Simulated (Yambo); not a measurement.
```xyz
4
Lattice="3.0197 0.0000 0.0000 -1.5099 2.6152 0.0000 0.0000 0.0000 4.8333" Properties=species:S:1:pos:R:3 pbc="T T T"
N      1.5099     0.8717     4.2593
N      0.0000     1.7434     1.8426
Al     1.5099     0.8717     2.4107
Al     0.0000     1.7434     4.8274
```

Response from Yambo on PBEsol (pw.x of Quantum ESPRESSO, ONCV potentials, no spin-orbit coupling) bands: 15×15×8 mesh, 32 bands, 4 Ry local-field block, 0.2 eV broadening.

Problem. Give the static electronic dielectric constant without and with local fields along each axis.

Solution. 
```json
[
 {"field along": "x", "ε(0), independent particles": "4.49", "ε(0), RPA with local fields": "4.20", "refractive index √ε": "2.05"},
 {"field along": "z", "ε(0), independent particles": "4.71", "ε(0), RPA with local fields": "4.45", "refractive index √ε": "2.11"}
]
```
Electronic (clamped-ion) response only. PBEsol gaps are usually too small, which raises these values. Convergence of the RPA response with its 15×15×8 mesh was not tested. x, y and z are Cartesian axes of the cell as given.

Geometry strained from the cell relaxed with PBEsol, atoms relaxed again.
